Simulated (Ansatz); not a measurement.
Formation energies in the Mo–Rh system, lowest calculated structure of each composition. Calculation: PBEsol (plane waves to 420 eV, PAW, scalar-relativistic; Ansatz, a program for electronic structure). Element references, the lowest calculated here: Mo (Im-3m), Rh (Fm-3m).

```
phase  x(Rh)  space group  E_f (eV/atom)  above hull (eV/atom)
-----  -----  -----------  -------------  --------------------
Mo     0.000        Im-3m           0.00                  0.00
MoRh   0.500         Pmma          -0.22                  0.00
MoRh3  0.750      P6₃/mmc          -0.27                  0.00
Rh     1.000        Fm-3m           0.00                  0.00
```

On the hull: MoRh, MoRh3.

Hull of the energies calculated here, no anion corrections, zero temperature, no zero-point energy; an uncalculated phase could lie lower. Values are rounded to 0.01 eV/atom. Not shown to be the ambient phase of their composition (a lower form may be missing, and a cell relaxed within its start's symmetry can be a saddle point): MoRh3 (P6₃/mmc). The compounds carry no spin polarisation.
